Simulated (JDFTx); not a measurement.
Input for JDFTx (a modified build): methylsulfide, CH3S (SMILES C[S-]), charge -1, multiplicity 1, CANDLE, water, 1 M KF; lengths in bohr, energies in hartree. JDFTx counts charge in electrons: elec-initial-charge is the number of excess electrons. The run starts from orbitals saved by an earlier run of the same system.

```
lattice \
  21.2594189020 0.0000000000 0.0000000000 \
  0.0000000000 20.3145558397 0.0000000000 \
  0.0000000000 0.0000000000 20.7869873709
coords-type Cartesian
ion C -1.3421538184 -0.4539936909 0.0354825155 0
ion S 2.0685684957 -0.4540853459 0.0354064450 0
ion H -2.0683359750 -1.4856129122 1.6796039392 0
ion H -2.0685684957 1.4856129122 0.1065635796 0
ion H -2.0685517595 -1.3625414466 -1.6796039392 0
ion-species pseudo/c_pbe_v1.2.upf
ion-species pseudo/s_pbe_v1.4.upf
ion-species pseudo/h_pbe_v1.4.upf
elec-cutoff 15 75
elec-ex-corr gga-PBE
symmetries none
elec-n-bands 7
elec-initial-charge +1
electronic-minimize nIterations 150 energyDiffThreshold 1e-7
fluid LinearPCM
pcm-variant CANDLE
fluid-solvent H2O
fluid-cation K+ 1
fluid-anion F- 1
fluid-minimize nIterations 400 knormThreshold 1e-11
wavefunction read s0.wfns
dump-name s1.$VAR
dump End State Ecomponents EigStats BandEigs Forces ElecDensity IonicPositions FluidDebug
```

The log closes as follows.

```
[...]
ElecMinimize: Iter:   8  Etot: -17.895075938414323  |grad|_K:  5.608e-07  alpha:  1.279e+00  linmin: -2.002e-02
ElecMinimize: Iter:   9  Etot: -17.895076014018628  |grad|_K:  3.025e-07  alpha:  1.358e+00  linmin:  3.720e-06
ElecMinimize: Iter:  10  Etot: -17.895076036028897  |grad|_K:  1.624e-07  alpha:  1.380e+00  linmin: -3.024e-06
ElecMinimize: Converged (|Delta Etot|<1.000000e-07 for 2 iters).

# Ionic positions in cartesian coordinates:
ion C  -1.342153818400000  -0.453993690900000   0.035482515500000 0
ion S   2.068568495700000  -0.454085345900000   0.035406445000000 0
ion H  -2.068335975000000  -1.485612912200000   1.679603939200000 0
ion H  -2.068568495700000   1.485612912200000   0.106563579600000 0
ion H  -2.068551759500000  -1.362541446600000  -1.679603939200000 0

# Forces in Cartesian coordinates:
force C  -0.007360695154441  -0.000001901102518   0.000004263611980 0
force S   0.015182758229779  -0.000022552716784  -0.000016232495868 0
force H  -0.002650522989217  -0.000793608717506   0.001304985104779 0
force H  -0.002648354215506   0.001519515031037   0.000055257878725 0
force H  -0.002654253260708  -0.000702259001063  -0.001365216525476 0

# Energy components:
   A_diel =       -0.0783412302176232
   Eewald =        6.2932423030361715
       EH =       22.0392511491201653
     Eloc =      -51.8160643420712361
      Enl =        2.4471499845109097
      Exc =       -7.3116730952369453
 Exc_core =        1.8014072822176213
       KE =        8.7318676298730562
  MuShift =       -0.0019157172610218
-------------------------------------
     Etot =      -17.8950760360288967


	eMin: -0.669688 at state 0 ( [ +0.000000 +0.000000 +0.000000 ] spin 0 )
	HOMO: -0.183733 at state 0 ( [ +0.000000 +0.000000 +0.000000 ] spin 0 )
```

The run took 11 electronic cycles (a count that differs between repeats, as do the digits past 10⁻⁶ Ha); the highest occupied level lies at -5.00 eV from the bulk liquid.
